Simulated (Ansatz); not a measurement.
SiO2 (P3_221), relaxed with HSE06 (Ansatz, a program for electronic structure, plane waves, PAW): a = b = 4.9822 Å, c = 5.4674 Å, α = β = 90.00°, γ = 120.00°.

```
Quantity  Value
--------  -----
gap (eV)   7.69
```

**Question.** The same phase is relaxed and computed with r²SCAN in the same code. What are the cell and these values now?

**Answer.** a = b = 4.9203 Å, c = 5.4162 Å, α = β = 90.00°, γ = 120.00°.

- gap (eV) = 6.60

All cells were relaxed under the symmetry of their starts (and spin orders); stability against distortions was not tested throughout.

Potentials: the later of the program's two PAW sets.

Ansatz is a plane-wave DFT program.
